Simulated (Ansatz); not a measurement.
A: TiAl (CuAu type, space group P4/mmm), a = b = 2.8129 Å, c = 4.0587 Å, α = β = γ = 90.00°
B: CdS (wurtzite), a = 4.1643 Å, b = 4.1643 Å, c = 6.7688 Å, α = 90.00°, β = 90.00°, γ = 120.00°
C: GaN (wurtzite), a = b = 3.183 Å, c = 5.184 Å, α = β = 90.00°, γ = 120.00°

Scan: energy against volume (even scaling of the relaxed cell, symmetry kept). One method and one kind of scan serve all of them; meshes and ranges differ. All were relaxed with their symmetry unable to fall. The PAW data are Ansatz's earlier set. TiAl is run without spin polarisation.

Question: Order them by bulk modulus at fixed cell shape (fitted) (lowest first) at the level r2SCAN (plane waves to 500 eV, PAW, scalar-relativistic; Ansatz, a quantum-chemistry and plane-wave program).

Answer: B (60.2 GPa), A (121 GPa), C (196 GPa)

(A scan under strain: stresses follow from slopes of the energy per volume, elastic moduli from its curvatures.)
